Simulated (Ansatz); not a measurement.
Polymorphs of KF, each relaxed with HSE06 (plane waves, PAW; program Ansatz):

A: CsCl type (Pm-3m)
a = b = c = 3.2204 Å, α = β = γ = 90.00°

```tsv
atom	site	symmetry	x	y	z
K	1a	m-3m	0.0000	0.0000	0.0000
F	1b	m-3m	0.5000	0.5000	0.5000
```

B: rock salt (Fm-3m)
a = 5.369 Å, b = 5.369 Å, c = 5.369 Å, α = 90.00°, β = 90.00°, γ = 90.00°

| atom | site | symmetry | x | y | z |
|---|---|---|---|---|---|
| K | 4a | m-3m | 0.0000 | 0.0000 | 0.0000 |
| F | 4b | m-3m | 0.5000 | 0.5000 | 0.5000 |

**Question.** Order them by energy per atom at 0 K (lowest first) at the level HSE06.

**Answer.** B (+0 meV/atom), A (+96 meV/atom)

**Question.** Give each one's gap.

**Answer.** A 8.60 eV; B 8.10 eV.

Not the usual ambient phase: A. All cells were relaxed under the symmetry of their starts (and spin orders); stability against distortions was not tested throughout.

Potentials: the later of the program's two PAW sets.
